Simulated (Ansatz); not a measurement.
Here is the system:

ZnSnN2:
```yaml
crystal:
  lattice:
    - [1.58782, 0.91673, 5.15600]
    - [-1.58782, 0.91673, 5.15600]
    - [0.00000, -1.83346, 5.15600]
  atoms:
    - { symbol: Sn, position: [0.00000, 0.00000, 0.00000] }
    - { symbol: Zn, position: [0.50000, 0.50000, 0.50000] }
    - { symbol: N, position: [0.25285, 0.25285, 0.25285] }
    - { symbol: N, position: [0.74715, 0.74715, 0.74715] }
```

This is the PBE+D3(BJ)-relaxed structure. Tensor components refer to the Cartesian frame of this cell.

**Question.** All from PBE+D3(BJ) (plane waves, PAW; program Ansatz), unless another level is named. Estimate the gap with spin–orbit coupling.

**Answer.** 0.66 eV.

**Question.** Predict the valence-band maximum.

**Answer.** off the standard path, at k = (-0.016, 0.190, -0.206) in fractions of the reciprocal vectors.

Space group R-3m. The cell is a constructed one: a structure type filled with these elements; neither database checked (COD, Materials Project) lists it. Whether it is the stable phase at ambient conditions was not checked. The cell was relaxed with PBE+D3(BJ) under the symmetry of its start; whether a distortion lowers the energy is not shown. Scalar-relativistic: spin–orbit coupling is off unless named, which matters more the heavier the elements.

Potentials: the later of the program's two PAW sets.
